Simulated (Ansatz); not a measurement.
Input:

Al3Pt2:
```cif
data_Al3Pt2
_chemical_formula_sum 'Al3 Pt2'
_space_group_name_H-M_alt 'P 1'
_space_group_IT_number 1
_cell_length_a 4.17588
_cell_length_b 4.17588
_cell_length_c 5.14373
_cell_angle_alpha 90.000
_cell_angle_beta 90.000
_cell_angle_gamma 120.000
loop_
_space_group_symop_operation_xyz
  'x, y, z'
loop_
_atom_site_label
_atom_site_type_symbol
_atom_site_fract_x
_atom_site_fract_y
_atom_site_fract_z
_atom_site_occupancy
Al1 Al 0.00000 0.00000 0.00000 1
Al2 Al 0.33333 0.66667 0.64658 1
Al3 Al 0.66667 0.33333 0.35342 1
Pt1 Pt 0.33333 0.66667 0.16468 1
Pt2 Pt 0.66667 0.33333 0.83532 1
```

This is the LDA-relaxed structure.

### Question
All from DFT-LDA in the program Ansatz with PAW potentials, unless another level is named. Estimate the density of states at the Fermi level.

### Answer
0.18 states/eV per atom (mean over ±0.08 eV).

### Question
What about the formation energy from the elements (no fitted shifts)?

### Answer
-1.03 eV/atom.

Space group P-3m1 (La2O3 or Ni2Al3 type). The workflow started from a Materials Project entry (that database holds measured and hypothetical structures alike); the Crystallography Open Database copy checked does not list it. Its standing as an ambient phase is unchecked. The LDA relaxation kept the symmetry of its start; whether a distortion lowers the energy is not shown. No spin polarisation was allowed. The references are the lowest solids computed at this level, not always the standard phases. Scalar-relativistic: spin–orbit coupling is off unless named, which matters more the heavier the elements.

Potentials: the later of the program's two PAW sets.
